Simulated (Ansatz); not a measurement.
ZnWO₄:
```cif
data_O8W2Zn2
_chemical_formula_sum 'Zn2 W2 O8'
_space_group_name_H-M_alt 'P 1'
_space_group_IT_number 1
_cell_length_a 4.66447
_cell_length_b 5.71521
_cell_length_c 4.90823
_cell_angle_alpha 90.000
_cell_angle_beta 90.587
_cell_angle_gamma 90.000
loop_
_space_group_symop_operation_xyz
  'x, y, z'
loop_
_atom_site_label
_atom_site_type_symbol
_atom_site_fract_x
_atom_site_fract_y
_atom_site_fract_z
_atom_site_occupancy
Zn1 Zn 0.50000 0.67789 0.75000 1
Zn2 Zn 0.50000 0.32211 0.25000 1
W1 W 0.00000 0.18135 0.75000 1
W2 W 0.00000 0.81865 0.25000 1
O1 O 0.78300 0.10572 0.06514 1
O2 O 0.21700 0.89428 0.93486 1
O3 O 0.21700 0.10572 0.43486 1
O4 O 0.78300 0.89428 0.56514 1
O5 O 0.74259 0.37611 0.59701 1
O6 O 0.25741 0.62389 0.40299 1
O7 O 0.25741 0.37611 0.90299 1
O8 O 0.74259 0.62389 0.09701 1
```

Relaxed with PBEsol.

Give the optical modes at the zone centre with their infrared activity from DFPT, PBEsol (plane waves, PAW; program Ansatz).

Transverse frequencies, without the LO–TO term; a row sums one degenerate level.

| ω (cm⁻¹) | degeneracy | IR ((D/Å)²/amu) | activity | symmetry |
|---|---|---|---|---|
| 87 | 1 | 0.00 | IR-inactive | Bg |
| 119 | 1 | 0.00 | IR-inactive | Ag |
| 139 | 1 | 7.53 | IR | Bu |
| 140 | 1 | 0.00 | IR-inactive | Bg |
| 155 | 1 | 7.03 | IR | Au |
| 165 | 1 | 0.00 | IR-inactive | Bg |
| 172 | 1 | 7.32 | IR | Bu |
| 186 | 1 | 0.00 | IR-inactive | Bg |
| 192 | 1 | 0.00 | IR-inactive | Ag |
| 236 | 1 | 29.21 | IR | Bu |
| 255 | 1 | 19.97 | IR | Bu |
| 269 | 1 | 0.00 | IR-inactive | Bg |
| 270 | 1 | 0.00 | IR-inactive | Ag |
| 271 | 1 | 0.03 | IR | Bu |
| 305 | 1 | 0.00 | IR-inactive | Bg |
| 311 | 1 | 8.48 | IR | Au |
| 329 | 1 | 9.25 | IR | Au |
| 331 | 1 | 0.00 | IR-inactive | Ag |
| 351 | 1 | 0.00 | IR-inactive | Bg |
| 393 | 1 | 0.00 | IR-inactive | Ag |
| 420 | 1 | 2.56 | IR | Au |
| 448 | 1 | 5.61 | IR | Bu |
| 498 | 1 | 0.00 | IR-inactive | Bg |
| 502 | 1 | 15.17 | IR | Au |
| 532 | 1 | 0.00 | IR-inactive | Ag |
| 538 | 1 | 73.50 | IR | Bu |
| 647 | 1 | 32.13 | IR | Au |
| 651 | 1 | 0.00 | IR-inactive | Bg |
| 695 | 1 | 0.00 | IR-inactive | Ag |
| 742 | 1 | 59.07 | IR | Bu |
| 771 | 1 | 0.00 | IR-inactive | Bg |
| 840 | 1 | 9.03 | IR | Au |
| 880 | 1 | 0.00 | IR-inactive | Ag |

How high does the top mode go among those that the LO–TO term moves?

857 cm⁻¹ for q along x, 875 cm⁻¹ for q along y, 806 cm⁻¹ for q along z.

Space group P2/c. The workflow started from a Materials Project entry (that database holds measured and hypothetical structures alike); the Crystallography Open Database files this formula in space group No. 13, but the cells were not matched. Whether it is the stable phase at ambient conditions was not checked. The PBEsol relaxation kept the symmetry of its start; its stability against distortions is not shown here. No spin polarisation was allowed. No Hubbard U is applied. Spin–orbit coupling is left out wherever it is not named.

Potentials: the later of the program's two PAW sets.
